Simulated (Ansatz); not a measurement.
Relaxed candidate structures of Mg2Si:

A. P4/mmm (No. 123), tP3; a = 4.4584 Å, b = 4.4584 Å, c = 3.2553 Å, α = 90.00°, β = 90.00°, γ = 90.00°; Mg 2f (0.000, 0.500, 0.000); Si 1b (0.000, 0.000, 0.500)

B. Cmce (No. 64), oS24; a = 10.9472 Å, b = 6.6733 Å, c = 6.7000 Å, α = β = γ = 90.00°; Si 8d (0.113, 0.000, 0.000); Mg 8f (0.000, 0.348, 0.153); Mg 8e (0.250, 0.225, 0.250)

C. Fmmm (No. 69), oF24; a = 6.248 Å, b = 11.708 Å, c = 12.442 Å, α = β = γ = 90.00°; Mg 8f (0.250, 0.250, 0.250); Mg 8d (0.250, 0.000, 0.250); Si 8i (0.000, 0.000, 0.411)

D. P4/nmm, origin choice 1 (No. 129), tP6; a = 4.1411 Å, b = 4.1411 Å, c = 6.9070 Å, α = 90.00°, β = 90.00°, γ = 90.00°; Mg 2a (0.000, 0.000, 0.000); Mg 2c (0.500, 0.000, 0.358); Si 2c (0.000, 0.500, 0.255)

E. Fm-3m (No. 225), cF12, AFLOW prototype AB2_cF12_225_a_c (C1, as in CaF2); a = 6.325 Å, b = 6.325 Å, c = 6.325 Å, α = 90.00°, β = 90.00°, γ = 90.00°; Mg 8c (0.250, 0.250, 0.250); Si 4a (0.000, 0.000, 0.000)

F. Fddd, origin choice 1 (No. 70), oF24, AFLOW prototype A2B_oF24_70_e_a (C54, as in TiSi2); a = 5.0215 Å, b = 8.8475 Å, c = 10.1483 Å, α = β = γ = 90.00°; Mg 16f (0.000, 0.328, 0.000); Si 8a (0.000, 0.000, 0.000)

Question: Put the candidates in order of energy per atom, lowest first, for PBEsol (plane waves to 420 eV, PAW, scalar-relativistic; Ansatz, an electronic-structure program).

Answer: E (reference, the lowest of the structures calculated here), D (+0.08 eV/atom), B (+0.15 eV/atom), F (+0.20 eV/atom), A (+0.25 eV/atom), C (+0.97 eV/atom)

Each run could gain symmetry but not lose that of its start, so entries can be saddle points. From databases, or of a type measured for this composition: P4/nmm, tP6; Fm-3m, cF12, AFLOW prototype AB2_cF12_225_a_c (C1, as in CaF2); the others are generated cells (placed on structure types, drawn at random, substituted or restacked) that were not matched to a known phase here. Static energies at zero pressure. Each cell has its own k-point mesh; energy differences are given only to the digits this allows. No spin polarisation in the result.
